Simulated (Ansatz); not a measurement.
Property card for TaAg

TaAg:
```yaml
crystal:
  lattice:
    - [2.82463, 0.00000, 0.00000]
    - [0.00000, 2.82463, 0.00000]
    - [0.00000, 0.00000, 4.33074]
  atoms:
    - { symbol: Ag, position: [0.00000, 0.00000, 0.00000] }
    - { symbol: Ta, position: [0.50000, 0.50000, 0.50000] }
```

Space group P4/mmm (No. 123), L1₀ or tetragonal B2; conventional cell a = b = 2.8246 Å, c = 4.3307 Å, α = β = γ = 90.00°.

Method: the program Ansatz at the r²SCAN level (PAW). Structure relaxed to zero pressure with the same functional. Other levels are named where they apply.

### Cell and energy

- Volume per atom = 17.28 Å³
- Density = 13.88 g/cm³
- Formation energy from the elements (no fitted shifts) = 0.41 eV/atom

### Electronic structure

Electronic character: metallic (no gap)
Density of states at the Fermi level: 0.83 states/eV per atom (mean over ±0.08 eV)
Gap with spin–orbit coupling: none (metallic)

### Mechanics

Bulk modulus (Birch–Murnaghan fit): 168 GPa
Pressure derivative B′: 4.4

### Charges

Bader charges: Ag -0.68, Ta +0.68 e

The start of the workflow was typed in or built on a structure type; neither database checked (COD, Materials Project) lists it. Whether it is the stable phase at ambient conditions was not checked. The cell was relaxed with r²SCAN under the symmetry of its start; whether a distortion lowers the energy is not shown. No spin polarisation was allowed. Its formation energy is positive at this level, so the cell may be metastable or incomplete. Axis ratios of metals converge slowly with the k-mesh, so a and c are less sure than the volume. The references are the lowest solids computed at this level, not always the standard phases. Scalar-relativistic: spin–orbit coupling is off unless named, which matters more the heavier the elements.

Potentials: the later of the program's two PAW sets.
